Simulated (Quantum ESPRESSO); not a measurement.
Different elements on one site among Cu Pd Ti W

Calculated results; nothing here was measured. They come from Quantum ESPRESSO 7.5, a public plane-wave density functional program. Each row is one single-point run on a made-up periodic cell of eight metal atoms, with elements, volume, strain and displacements drawn at random and not relaxed, so a cell may be unstable or far from any real phase. There is no spin polarisation or spin-orbit coupling.

Settings: PBE unless stated; PseudoDojo standard norm-conserving files; Fermi-Dirac width 0.25 eV, which means electrons at about 2900 K; cutoff 1252 eV; 8 x 5 x 3 k mesh shifted half a step off Gamma. E is the free energy of the whole cell (internal energy minus TS), so a -TS column is already part of it. Stress is positive in tension, and the pressure P is minus a third of its trace.

Checks: one run of this series was repeated at a higher cutoff and on a denser mesh, which moved values by no more than 0.002 eV, 0.02 GPa and 0.005 eV/Å, and a second program with other atomic files agreed on it to 2 % rms in force and 0.5 GPa in pressure. Known limits: the copper pseudopotential is less sure than most, with forces differing by about three percent and pressure by about two GPa from a second method on plain copper; the tin pseudopotential is less sure than most, with forces differing by about three percent from a second method on plain tin; heavy elements are run without spin-orbit coupling, which real alloys of them have; a spin test at this wide smearing found no moment, but such smearing suppresses magnetism that the real alloy may have.

The lattice is hexagonal close-packed, and the cell vectors in Å are (-2.886, 0.039, -0.049); (-0.079, 0.012, -4.598); (0.135, -9.953, 0.026), a volume of 132.02 Å³. The elements on sites 1 to 8 are Ti W Ti W Cu Cu Pd X. The runs change X and keep the cell and the displaced positions. The column v is a rough volume for each atom of the pure element, close to PBE values, from general knowledge and not from these runs. Energies are left out, as each element's file has its own zero.

```
run,X,v (Å³),-TS (eV),force on X (eV/Å),rms force (eV/Å),P (GPa)
1,W,16.1,?,?,?,?
2,Rh,14.1,-1.774,0.463,0.256,-16.09
3,Sn,27.9,-1.614,0.697,0.469,-5.06
4,Ti,17.3,-1.897,0.581,0.244,-10.41
5,Al,16.5,-1.669,0.528,0.235,-13.10
```

## Worked fit

A straight line through the runs shown gives P = -25.0 + 0.730 v GPa with v in Å³, an error of 0.163 on the slope and a scatter of 1.73 GPa. At this fixed volume the pressure tends to rise with the size of X.

## Withheld run

Question: what pressure should run 1, with W, give?

The fit gives -13.25 ± 1.99 GPa. The calculation gave -11.75 GPa.
